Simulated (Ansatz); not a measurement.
A crystal relaxed with r2SCAN in the PAW code Ansatz has space group R-3m:H (No. 166) and a = 3.218 Å, c = 15.201 Å.

```
atom  site       x       y       z
  Ga    3a  0.0000  0.0000  0.0000
  Lu    3b  0.6667  0.3333  0.8333
  Xx    6c  0.3333  0.6667  0.9230
```

With r2SCAN the valence top lies at Γ and the conduction bottom at F, 1.91 eV higher; the smallest vertical gap, at Γ, is 2.27 eV. With HSE06 the valence top lies at Γ and the conduction bottom at F, 2.66 eV higher; the smallest vertical gap, at Γ, is 3.09 eV. Meshes: r2SCAN 10×10×10, HSE06 6×6×6.

Q: Which element is Xx?
A. As
B. N
C. Bi
D. P

A: B. Xx is N: LuGaN2 as one 4-atom ordering (R-3m) on the rocksalt lattice. Ga has 6 N at 2.20 Å; Lu has 6 N at 2.30 Å; N has 3 Ga at 2.20 Å and 3 Lu at 2.30 Å.

(Calculated; spin-unpolarised; the phase may be known or hypothetical.)

Spin-orbit coupling is left out.
